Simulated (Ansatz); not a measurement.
# SiNi2 — 61Ni nuclear quadrupole resonance

Cell: a structure deposited in the COD whose atoms were relaxed with PBE, the cell held.

```cif
data_SiNi2
_symmetry_space_group_name_H-M 'Pnma'
_symmetry_Int_Tables_number 62
_cell_length_a 4.9900
_cell_length_b 3.7200
_cell_length_c 7.0600
_cell_angle_alpha 90.000
_cell_angle_beta 90.000
_cell_angle_gamma 90.000
loop_
_atom_site_label
_atom_site_type_symbol
_atom_site_symmetry_multiplicity
_atom_site_Wyckoff_symbol
_atom_site_fract_x
_atom_site_fract_y
_atom_site_fract_z
Si Si 4 c 0.2888 0.2500 0.3858
Ni5 Ni 4 c 0.9588 0.2500 0.7948
Ni9 Ni 4 c 0.3298 0.2500 0.0603
```

One atom of each set is listed.

Method: Kohn–Sham DFT in Ansatz, LDA, plane waves and PAW, scalar-relativistic, collinear spin, 420 eV cutoff, Γ-centred 9×12×6 k-points, Fermi–Dirac smearing 0.05 eV. Start moments as typed (μB): 1.5 on each Ni, none on the rest.

61Ni: I = 3/2, Q = 162.0 mb (year-2017 value). Static lattice, zero field.

Task: At which frequencies do the 61Ni NQR lines lie?

Result: For I = 3/2 there is one line, ν = (|C_Q|/2)(1 + η²/3)^½.

```csv
site,atoms,V_zz (10²¹ V/m²),C_Q (MHz),η,line frequencies (MHz)
Ni5,4,-1.93,-7.58,0.88,4.25
Ni9,4,1.01,3.97,0.48,2.06
```

At this cell the LDA pressure is -12 GPa, so with LDA the cell would shrink if it were relaxed. The run finds no gap above 0.1 eV (a metal, or nearly one), so the gradients can move by 10 % or more with the k-mesh. The start moments die out, and the run ends without spin.

Hardware: 4 threads of Arm Neoverse V2 (aarch64; 8 cores open to the job, memory cap 8.0 GiB, no GPU), a shared host with a load of 0.7 a core. Wall time 2.3 min, CPU time 9.2 min, peak memory 2.5 GiB.
